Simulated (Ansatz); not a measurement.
Starting cell, Ca₃PbO (anti-perovskite):

```xyz
10
Lattice="9.4563 0.0000 0.0000 4.7281 4.7281 0.0000 4.7281 0.0000 4.7281" Properties=species:S:1:pos:R:3 pbc="T T T"
Ca    11.8204     0.0000     2.3641
Ca     7.0922     0.0000     2.3641
Ca     9.4563     2.3641     2.3641
Ca    14.1844     2.3641     2.3641
Ca    11.8204     2.3641     0.0000
Ca     7.0922     2.3641     0.0000
Pb     0.0000     0.0000     0.0000
Pb     4.7281     0.0000     0.0000
O     11.8204     2.3641     2.3641
O      7.0922     2.3641     2.3641
```

A phonon eigenvector at R = (0.5, 0.5, 0.5) is frozen into this cell: atom i moves by Q times the vector below, so Q is the largest atomic displacement, in Å. The cell is held. It is one choice among 3 degenerate patterns. (q is in reciprocal vectors of the primitive cell; the cell shown is doubled to hold the pattern.)

```csv
atom,x,y,z
Ca1,0.000,0.000,1.000
Ca2,0.000,0.000,-1.000
Ca5,0.000,1.000,0.000
Ca6,0.000,-1.000,0.000
Pb7,-0.058,0.000,0.000
Pb8,0.058,0.000,0.000
```

Atoms not listed stay in place.

The numbers are results of LDA (plane waves to 420 eV, PAW, scalar-relativistic; Ansatz, a first-principles code), not measurements. k mesh 10×10×10 (Γ-centred), Fermi-Dirac smearing 0.05 eV. E stands for the smeared free energy. With partly filled bands, energies and forces of such displacements shift with the k mesh and the smearing. At this level the bands of Ca3PbO touch or barely overlap. Ca3PbO was relaxed with its symmetry unable to fall. Spin-orbit coupling is left out, though Pb is heavy. The zero of ΔE is the undisplaced structure.

The scan covers Q from -0.100 to 0.100 Å in 13 points.

Q: Which space group does the distorted structure have?

A: I4/mmm (No. 139), lowered from Pm-3m.

Q: What is the energy change at Q = 0.100 Å?

A: 154 meV/cell.

Q: What harmonic wavenumber does the curvature at Q = 0 give?

A: 227 cm⁻¹.

(A displaced cell: forces are minus the slopes of the energy, force constants its curvatures, and phonons follow from these.)
